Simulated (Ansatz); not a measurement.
The end point of a relaxation of CdTe. Space group P6₃mc (No. 186), AFLOW prototype AB_hP8_186_ab_ab (B5, as in SiC). Calculation: r2SCAN (plane waves to 500 eV, PAW, scalar-relativistic; Ansatz, a quantum-chemistry and plane-wave program).

```cif
data_Cd4Te4
_chemical_formula_sum 'Cd4 Te4'
_space_group_name_H-M_alt 'P63mc'
_space_group_IT_number 186
_space_group_name_Hall 'P 6c -2c'
_cell_length_a 4.63586
_cell_length_b 4.63586
_cell_length_c 15.16728
_cell_angle_alpha 90.000
_cell_angle_beta 90.000
_cell_angle_gamma 120.000
loop_
_atom_site_label
_atom_site_type_symbol
_atom_site_symmetry_multiplicity
_atom_site_Wyckoff_symbol
_atom_site_fract_x
_atom_site_fract_y
_atom_site_fract_z
_atom_site_occupancy
Cd1 Cd 2 a 0.00000 0.00000 0.00006 1
Cd2 Cd 2 b 0.33333 0.66667 0.25013 1
Te1 Te 2 a 0.00000 0.00000 0.31288 1
Te2 Te 2 b 0.33333 0.66667 0.06257 1
```

Predict the band gap from r2SCAN.

1.18 eV, direct at Γ (no spin-orbit coupling).

No spin polarisation in the result. Spin-orbit coupling is missing; with elements this heavy it can move band edges by tenths of an eV or more.

The run could not lose the symmetry of its start.

The first start was generated by placing the elements on the sites of a structure type. Materials Project lists a structure of CdTe in the same space group, P6₃mc (No. 186); the sites were not compared with it, nor with measured phases. Known forms of CdTe include space group No. 216.
